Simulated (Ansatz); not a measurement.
The cell below belongs to a search over invented structures; it isn't taken from experiment.

Input and command of a plane-wave DFT calculation in Ansatz:

```yaml
crystal:
  lattice:
    - [2.6841613857, -1.6654605281, 0.0]
    - [2.6841613857, 1.6654605281, 0.0]
    - [-0.3828052091, 0.0, 15.78392473]
  atoms:
    - { symbol: Mg, position: [0.6601639441, 0.6601639441, 0.434156314] }
    - { symbol: Mg, position: [0.3398360559, 0.3398360559, 0.565843686] }
    - { symbol: Mg, position: [0.6715583909, 0.6715583909, 0.1381765821] }
    - { symbol: Mg, position: [0.3284416091, 0.3284416091, 0.8618234179] }
    - { symbol: Ge, position: [0.0, 0.0, 0.0] }
    - { symbol: Ge, position: [0.6531040648, 0.6531040648, 0.7223055743] }
    - { symbol: Ge, position: [0.3468959352, 0.3468959352, 0.2776944257] }
    - { symbol: "N", position: [0.0, 0.0, 0.5] }
basis:
  ecutwfc: 420
kpoints:
  mp_grid: { grid: [12, 12, 2] }
hamiltonian:
  xc: pbe
scf:
  occupations: { method: gaussian, width: 0.1 }
output:
  forces: true
  stress: true
  eigenvalues: true
relax:
  adjacent_minimum: "off"
  f_tol: 0.01
  max_steps: 80
  cell: { stress_tol: 0.05 }
```

```bash
ansatz run input.yaml --threads 1 --pin off --max-ram 2560MiB --backend cpu --events-out ev --progress --plain --runs-dir out
```

Processor: Intel(R) Xeon(R) Platinum 8488C (Sapphire Rapids), 1 thread, on a host shared with other jobs.

Problem. Estimate time, memory and problem size.

Solution. About 3.2 min, peak memory 0.77 GiB. It solves 53 bands at 86 k points (after reduction by symmetry) with about 2753 plane waves (on the last cell), in 67 SCF iterations over 8 ionic steps.
